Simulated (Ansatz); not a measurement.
# Au (Fm-3m), zone-centre modes

Theory: DFT PBEsol, scalar-relativistic, plane waves, PAW (Ansatz). Settings: plane waves to 420 eV, k-mesh 24×24×24 (Γ-centred), Gaussian smearing 0.15 eV. Spin–orbit coupling is left out, which can shift energies with elements as heavy as these. No spin polarisation.

Reference structure (relaxed at this level):

```
Au
1.0
     0.00000   -2.04193   -2.04193
    -2.04193    0.00000   -2.04193
     2.04193    2.04193   -4.08387
Au
2
Direct
  0.50000 0.50000 0.50000
  0.00000 0.00000 0.00000
```

Harmonic modes by finite displacements of 0.02 Å, without the LO–TO term. The cell doubles the primitive one, so its zone centre also holds the primitive cell's point q = (0, 0, 1/2).

Problem. At this geometry, is the structure stable against these modes?

Solution. Yes: no mode is imaginary beyond 10 cm⁻¹, and only the three translations lie near zero.

Problem. List the wavenumbers in cm⁻¹.

Solution. 0, 0, 0, 59, 59, 152.

Cost: 1 run of about 7.2 core-minutes, on AMD EPYC (Zen 3) (shared hosts).